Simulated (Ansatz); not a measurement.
Input, command and steps of an Ansatz relaxation.

```yaml
crystal:
  lattice:
    - [3.0541166215, 0.0, 0.0]
    - [1.1222185513, 3.1541840801, 0.0]
    - [-1.649560548, 2.2303615058, 4.9673161122]
  atoms:
    - { symbol: Li, position: [0.7619945254, 0.0807107879, 0.0195376508] }
    - { symbol: Li, position: [0.9025744725, 0.4050909513, 0.2568082408] }
    - { symbol: Be, position: [0.4777326837, 0.4701645104, 0.5803093053] }
    - { symbol: Be, position: [0.4866417575, 0.7933863114, 0.3105415322] }
basis:
  ecutwfc: 420
kpoints:
  mp_grid: { grid: [6, 6, 4] }
hamiltonian:
  xc: pbe
scf:
  occupations: { method: gaussian, width: 0.1 }
  lower_state_search: "off"
output:
  forces: true
  stress: true
  eigenvalues: true
relax:
  adjacent_minimum: "off"
  f_tol: 0.04
  max_steps: 70
  cell: { stress_tol: 0.4 }
```

```bash
ansatz run input.yaml --threads 1 --pin off --max-ram 2560MiB --backend cpu --events-out ev --progress --plain --runs-dir out
```

The calculation used DFT PBE, scalar-relativistic, plane waves, PAW in Ansatz 0.2.0.

Of 17 frames 10 are shown, positions in Å and forces in eV/Å; the SCF threshold varies from step to step. Steps run on the plane waves of an earlier cell, with a Pulay correction in the pressure. The basis is chosen afresh for the last frame, the zero of the energies, and at times for earlier ones too; energy and pressure step there, also at an unchanged geometry. Here that happened at step 15 (-9 meV/atom, 0.6 GPa); the frames before carry an error of that size.

```xyz
4
Lattice="3.0541 0.0000 0.0000 1.1222 3.1542 0.0000 -1.6496 2.2304 4.9673" Properties=species:S:1:pos:R:3:forces:R:3 pbc="T T T" step=1 free_energy_over_end_meV_per_atom=1449.55 pressure_GPa=22.61
Li    2.3856    0.2982    0.0970   -0.5357   -0.2347   -1.9169
Li    2.7875    1.8505    1.2756    1.4803   -2.8630    0.4372
Be    1.0294    2.7773    2.8826   -2.9040   -1.0024    2.8390
Be    1.8644    3.1951    1.5426    1.9594    4.1002   -1.3591
4
Lattice="2.9576 -0.1003 -0.1150 0.9832 3.2653 -0.0551 -1.8577 2.3690 5.4314" Properties=species:S:1:pos:R:3:forces:R:3 pbc="T T T" step=3 free_energy_over_end_meV_per_atom=781.41 pressure_GPa=8.10
Li    2.2901    0.1298   -0.1542   -0.1429   -0.5627   -0.5162
Li    2.5656    1.7185    1.3079   -0.0912   -0.4528   -0.0566
Be    0.6392    2.8923    3.0622   -0.6762   -0.0621    0.1278
Be    1.8323    3.4730    1.7251    0.9103    1.0775    0.4454
4
Lattice="2.8217 -0.1344 -0.2267 0.8980 3.3739 -0.2081 -1.9909 2.2968 5.7470" Properties=species:S:1:pos:R:3:forces:R:3 pbc="T T T" step=5 free_energy_over_end_meV_per_atom=554.21 pressure_GPa=2.72
Li    2.1908   -0.1300   -0.3440   -0.0875   -0.3293   -0.2234
Li    2.2715    1.7281    1.1492   -0.1279    0.2401   -0.3741
Be    0.4529    2.9006    3.1073    0.2540   -0.2711    0.2113
Be    1.7499    3.7310    1.8353   -0.0386    0.3603    0.3862
4
Lattice="2.7290 -0.1326 -0.3106 0.8659 3.3918 -0.3507 -2.0759 2.1319 5.7731" Properties=species:S:1:pos:R:3:forces:R:3 pbc="T T T" step=6 free_energy_over_end_meV_per_atom=446.11 pressure_GPa=1.26
Li    2.0681   -0.2580   -0.4725   -0.1625   -0.2175   -0.3995
Li    2.1025    1.7245    0.9698   -0.1967    0.2637   -0.4413
Be    0.4219    2.8209    3.0422    0.4426   -0.4938    0.4034
Be    1.6735    3.7859    1.7687   -0.0834    0.4475    0.4373
4
Lattice="2.4945 -0.1492 -0.4168 0.7625 3.4699 -0.6143 -2.1341 1.8467 5.7094" Properties=species:S:1:pos:R:3:forces:R:3 pbc="T T T" step=8 free_energy_over_end_meV_per_atom=203.42 pressure_GPa=-0.24
Li    1.8232   -0.4652   -0.7057   -0.2049    0.0393   -0.5132
Li    1.7632    1.7165    0.6616   -0.1991    0.1339   -0.4354
Be    0.3394    2.6881    2.9155    0.3984   -0.6000    0.5296
Be    1.4749    3.8938    1.6222    0.0055    0.4268    0.4189
4
Lattice="2.2651 -0.2788 -0.4194 0.5444 3.5253 -0.8010 -2.1091 1.6970 5.5656" Properties=species:S:1:pos:R:3:forces:R:3 pbc="T T T" step=10 free_energy_over_end_meV_per_atom=34.89 pressure_GPa=0.58
Li    1.6420   -0.5623   -0.7784   -0.0834   -0.0002   -0.1639
Li    1.4788    1.6361    0.4276   -0.0686    0.0463   -0.1341
Be    0.1366    2.4843    2.8348    0.0114   -0.2288    0.3157
Be    1.1879    3.8567    1.5084    0.1406    0.1827   -0.0177
4
Lattice="2.1982 -0.3479 -0.4142 0.4485 3.5940 -0.8927 -2.1150 1.6534 5.5478" Properties=species:S:1:pos:R:3:forces:R:3 pbc="T T T" step=12 free_energy_over_end_meV_per_atom=10.30 pressure_GPa=0.06
Li    1.5191   -0.6050   -0.7730    0.0008   -0.0028    0.0093
Li    1.3706    1.6306    0.3560   -0.0068    0.0051   -0.0102
Be    0.0944    2.4139    2.8394   -0.0013   -0.0086    0.0121
Be    1.1107    3.8630    1.4022    0.0072    0.0063   -0.0111
4
Lattice="2.2007 -0.3554 -0.4123 0.4416 3.6268 -0.9082 -2.1188 1.6573 5.4745" Properties=species:S:1:pos:R:3:forces:R:3 pbc="T T T" step=13 free_energy_over_end_meV_per_atom=10.01 pressure_GPa=-0.12
Li    1.5282   -0.6118   -0.7514    0.0069    0.0060    0.0147
Li    1.3521    1.6420    0.3266   -0.0059   -0.0057   -0.0130
Be    0.0985    2.4248    2.7937    0.0030    0.0058    0.0326
Be    1.1061    3.8894    1.3482   -0.0039   -0.0061   -0.0342
4
Lattice="2.1980 -0.3598 -0.4180 0.4360 3.6132 -0.9044 -2.1297 1.6603 5.4938" Properties=species:S:1:pos:R:3:forces:R:3 pbc="T T T" step=15 free_energy_over_end_meV_per_atom=0.61 pressure_GPa=0.65
Li    1.5265   -0.6129   -0.7544   -0.0044   -0.0016   -0.0143
Li    1.3449    1.6332    0.3254    0.0072    0.0009    0.0180
Be    0.0901    2.4184    2.8092   -0.0059   -0.0014   -0.0150
Be    1.0938    3.8741    1.3513    0.0031    0.0021    0.0114
4
Lattice="2.1975 -0.3623 -0.4168 0.4333 3.6355 -0.9226 -2.1294 1.6488 5.5014" Properties=species:S:1:pos:R:3:forces:R:3 pbc="T T T" step=17 free_energy_over_end_meV_per_atom=0.00 pressure_GPa=0.22
Li    1.5213   -0.6134   -0.7558    0.0041   -0.0063    0.0064
Li    1.3439    1.6378    0.3232    0.0020    0.0085   -0.0033
Be    0.0915    2.4211    2.8057   -0.0057   -0.0125   -0.0023
Be    1.0929    3.8864    1.3382   -0.0004    0.0102   -0.0009
```

The start is a random arrangement. At the end the space group is P2_1/m (tolerance 0.05 Å).

The run took 59 s on 1 thread of Arm Neoverse V2, with other jobs on the host, peak memory 0.34 GiB.

The k mesh is coarse.